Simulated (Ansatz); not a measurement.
A relaxation computed with Ansatz, from input to last step.

```yaml
crystal:
  lattice:
    - [4.5020965409, -2.3280338763, 0.0]
    - [4.5020965409, 2.3280338763, 0.0]
    - [0.0, 0.0, 9.9244464383]
  atoms:
    - { symbol: I, position: [0.8406141561, 0.1593858439, 0.8779258049] }
    - { symbol: I, position: [0.3406141561, 0.6593858439, 0.6220741951] }
    - { symbol: I, position: [0.1593858439, 0.8406141561, 0.1220741951] }
    - { symbol: I, position: [0.6593858439, 0.3406141561, 0.3779258049] }
basis:
  ecutwfc: 420
kpoints:
  mp_grid: { grid: [8, 8, 4] }
hamiltonian:
  xc: pbe
scf:
  occupations: { method: gaussian, width: 0.02 }
output:
  forces: true
  stress: true
  eigenvalues: true
relax:
  adjacent_minimum: "off"
  f_tol: 0.01
  max_steps: 30
  cell: { stress_tol: 0.1, fix: [volume] }
```

```bash
ansatz run input.yaml --threads 1 --pin off --max-ram 2560MiB --backend cpu --events-out ev --progress --plain --runs-dir out
```

The calculation used DFT PBE, scalar-relativistic, plane waves, PAW (Ansatz 0.2.0).

The volume is held at 1.03 times that of the relaxed cell.

Of 6 frames 5 are shown, positions in Å and forces in eV/Å; the SCF threshold varies from step to step. Steps run on the plane waves of an earlier cell, with a Pulay correction in the pressure. The basis is chosen afresh for the last frame, the zero of the energies, and at times for earlier ones too; energy and pressure step there, also at an unchanged geometry.

```xyz
4
Lattice="4.5021 -2.3280 0.0000 4.5021 2.3280 0.0000 0.0000 0.0000 9.9244" Properties=species:S:1:pos:R:3:forces:R:3 pbc="T T T" step=1 free_energy_over_end_meV_per_atom=2.45 pressure_GPa=-0.51
I     4.5021   -1.5859    8.7129    0.0000   -0.0949    0.0995
I     4.5021    0.7421    6.1737    0.0000   -0.0949   -0.0995
I     4.5021    1.5859    1.2115    0.0000    0.0949   -0.0995
I     4.5021   -0.7421    3.7507    0.0000    0.0949    0.0995
4
Lattice="4.5387 -2.3264 0.0000 4.5387 2.3264 0.0000 0.0000 0.0000 9.8512" Properties=species:S:1:pos:R:3:forces:R:3 pbc="T T T" step=2 free_energy_over_end_meV_per_atom=0.34 pressure_GPa=-0.06
I     4.5387   -1.6035    8.6475    0.0000    0.0182    0.0054
I     4.5387    0.7230    6.1293    0.0000    0.0182   -0.0054
I     4.5387    1.6035    1.2037    0.0000   -0.0182   -0.0054
I     4.5387   -0.7230    3.7219    0.0000   -0.0182    0.0054
4
Lattice="4.5533 -2.3213 0.0000 4.5533 2.3213 0.0000 0.0000 0.0000 9.8414" Properties=species:S:1:pos:R:3:forces:R:3 pbc="T T T" step=3 free_energy_over_end_meV_per_atom=0.13 pressure_GPa=-0.05
I     4.5533   -1.5905    8.6426    0.0000    0.0102   -0.0147
I     4.5533    0.7308    6.1195    0.0000    0.0102    0.0147
I     4.5533    1.5905    1.1988    0.0000   -0.0102    0.0147
I     4.5533   -0.7308    3.7219    0.0000   -0.0102   -0.0147
4
Lattice="4.5737 -2.3154 0.0000 4.5737 2.3154 0.0000 0.0000 0.0000 9.8225" Properties=species:S:1:pos:R:3:forces:R:3 pbc="T T T" step=4 free_energy_over_end_meV_per_atom=0.01 pressure_GPa=-0.03
I     4.5737   -1.5775    8.6264    0.0000    0.0011   -0.0141
I     4.5737    0.7379    6.1073    0.0000    0.0011    0.0141
I     4.5737    1.5775    1.1961    0.0000   -0.0011    0.0141
I     4.5737   -0.7379    3.7151    0.0000   -0.0011   -0.0141
4
Lattice="4.5831 -2.3128 0.0000 4.5831 2.3128 0.0000 0.0000 0.0000 9.8130" Properties=species:S:1:pos:R:3:forces:R:3 pbc="T T T" step=6 free_energy_over_end_meV_per_atom=0.00 pressure_GPa=-0.01
I     4.5831   -1.5735    8.6166    0.0000   -0.0008   -0.0042
I     4.5831    0.7394    6.1029    0.0000   -0.0008    0.0042
I     4.5831    1.5735    1.1964    0.0000    0.0008    0.0042
I     4.5831   -0.7394    3.7101    0.0000    0.0008   -0.0042
```

The run took 6.8 min on 1 thread of AMD EPYC (Zen 3), with other jobs on the host, peak memory 0.7 GiB.

The cell holds layers, and where no dispersion correction was added their binding is poorly described.